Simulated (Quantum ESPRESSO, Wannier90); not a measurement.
# HgS (wurtzite): Wannier90 run

```xyz
4
Lattice="4.1964 0.0000 0.0000 -2.0982 3.6342 0.0000 0.0000 0.0000 6.8703" Properties=species:S:1:pos:R:3 pbc="T T T"
Hg    -2.0982     1.2114    -3.4343
Hg     2.0982    -1.2114     0.0008
S     -2.0982     1.2114    -0.8596
S      2.0982    -1.2114     2.5755
```

Materials Project entry mp-973676; symmetrised, unrelaxed at this level. Not found in the COD (Crystallography Open Database) copy used, which has the formula in other groups; not checked further. Method: PBEsol plane waves in Quantum ESPRESSO 7.5 (PseudoDojo norm-conserving files, 53 Ry, spinors with spin-orbit coupling), Bloch states on a 6×6×4 mesh through Γ, Wannier90 4.0.1. Density: 12×12×6 mesh, Gaussian smearing 0.01 Ry. With spin-orbit coupling a semilocal functional can close or falsely invert a small gap; the band order was not checked against a better method.

A tight-binding model is made by disentanglement and projection with no localisation steps (num_iter = 0), so the 52 orbitals stay atom-like: hydrogen-like Hg: s;p;d; S: s;p, axes along x, y, z; frozen window up to 1.50 eV relative to the Fermi level. It follows pw.x to 1.0 meV rms for states up to 1.0 eV relative to the Fermi level. Matrix elements depend on this choice of orbitals and windows.

What are the on-site energies relative to the Fermi level, and how fast do the hoppings decay?


```csv
atom,orbitals,energy (eV)
Hg1,s↑ s↓,-0.94
Hg1,pz↑ pz↓,5.74
Hg1,px↑ px↓ py↑ py↓,5.71
Hg1,dz2↑ dz2↓,-6.21
Hg1,dxz↑ dxz↓ dyz↑ dyz↓,-6.15
Hg1,dx2-y2↑ dx2-y2↓ dxy↑ dxy↓,-6.18
Hg2,s↑ s↓,-0.94
Hg2,pz↑ pz↓,5.74
Hg2,px↑ px↓ py↑ py↓,5.71
Hg2,dz2↑ dz2↓,-6.21
Hg2,dxz↑ dxz↓ dyz↑ dyz↓,-6.15
Hg2,dx2-y2↑ dx2-y2↓ dxy↑ dxy↓,-6.18
S3,s↑ s↓,-10.73
S3,pz↑ pz↓ px↑ px↓ py↑ py↓,-0.73
S4,s↑ s↓,-10.73
S4,pz↑ pz↓ px↑ px↓ py↑ py↓,-0.73
```

```
distance of the centres (Å)  largest modulus (eV)
---------------------------  --------------------
2–3                                           2.5
3–4                                       0.00038
4–5                                          0.44
5–6                                         0.027
6–7                                          0.15
7–8                                         0.020
8–9                                         0.015
9–10                                       0.0088
```

Effective spin-orbit constants λ of λ L·S, from the same-site elements px↑–py↑ (λ/2) and dx2-y2↑–dxy↑ (λ), where they are among the larger elements: Hg1 d 0.74 eV, Hg2 d 0.74 eV.
